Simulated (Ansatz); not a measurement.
SrP:
Space group P-62m (No. 189); a = 8.0768 Å, b = 8.0768 Å, c = 6.0511 Å, α = 90.00°, β = 90.00°, γ = 120.00°

```csv
atom,site,symmetry,x,y,z
Sr,3g,m2m,0.3598,0.3598,0.5000
Sr,3f,m2m,0.0000,0.3051,0.0000
P,4h,3..,0.3333,0.6667,0.1912
P,2e,3.m,0.0000,0.0000,0.3138
```

Relaxed at zero pressure with the program Ansatz at the r²SCAN level (PAW).

Problem. The volume is lowered by 6 % and shape and atoms relax at that volume. What pressure results, and how do the axes share the change?

Solution. 3.4 GPa; a -2.0 %, b -2.0 %, c -2.1 %; the energy rises by 17 meV/atom.

Problem. Give the new structure.

Solution. 
Space group P-62m (No. 189); a = b = 7.914 Å, c = 5.925 Å, α = β = 90.00°, γ = 120.00°

```json
[
 {"atom": "Sr", "site": "3g", "symmetry": "m2m", "x": "0.3611", "y": "0.3611", "z": "0.5000"},
 {"atom": "Sr", "site": "3f", "symmetry": "m2m", "x": "0.0000", "y": "0.3041", "z": "0.0000"},
 {"atom": "P", "site": "4h", "symmetry": "3..", "x": "0.3333", "y": "0.6667", "z": "0.1934"},
 {"atom": "P", "site": "2e", "symmetry": "3.m", "x": "0.0000", "y": "0.0000", "z": "0.3123"}
]
```

The phase is kept; no other phase was compared at this pressure.

The workflow started from a Materials Project entry (that database holds measured and hypothetical structures alike); the Crystallography Open Database files this formula in space group No. 189, but the cells were not matched. Its standing as an ambient phase is unchecked. The cell was relaxed with r²SCAN under the symmetry of its start; its stability against distortions is not shown here.

Potentials: the later of the program's two PAW sets.
